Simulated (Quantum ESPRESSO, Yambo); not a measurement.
# BaO at -1 % biaxial strain: DFT and GW levels

Space group P6₃/mmc (No. 194); a = b = 3.7060 Å, c = 6.5620 Å, α = β = 90.00°, γ = 120.00°

| atom | site | symmetry | x | y | z |
|---|---|---|---|---|---|
| O | 2a | -3m. | 0.0000 | 0.0000 | 0.0000 |
| Ba | 2c | -6m2 | 0.3333 | 0.6667 | 0.2500 |

The PBEsol cell relaxed from Materials Project entry mp-1008500 was given a biaxial strain of -1 % along x and y, z relaxed, and the atoms were relaxed again.

Starting point: norm-conserving PBEsol (Quantum ESPRESSO, 84 Ry, without SOC). G0W0 in Yambo: 6×6×2 Γ-centred k mesh, 121 bands and a 7 Ry block in the screening, 121 bands in G with the Bruneval-Gonze terminator, plasmon pole fitted at 27.2 eV.

The PBEsol gap along the band path comes out as 2.42 eV, the PBEsol gap between the mesh's edge points (H → M) comes out as 2.42 eV and the G0W0 gap between the same points comes out as 3.53 eV. The PBEsol smallest direct gap on the mesh (at M) is 2.44 eV. The G0W0 direct gap at that point comes out as 3.54 eV.

```
k point  band  E PBEsol (eV)  E QP (eV)  shift (eV)     Z
-------  ----  -------------  ---------  ----------  ----
Γ          VB          -0.06      -0.61       -0.55  0.77
Γ          CB           3.43       3.96        0.53  0.85
M          VB          -0.02      -0.61       -0.59  0.78
M          CB           2.42       2.93        0.51  0.84
H          VB           0.00      -0.60       -0.60  0.78
H          CB           4.86       5.47        0.61  0.84
```

Energies count from the PBEsol valence-band maximum.

Convergence of the G0W0 settings was not tested.

This is not the ordinary phase of the substance; no match was found in the copy of COD used, and its stability was not checked.
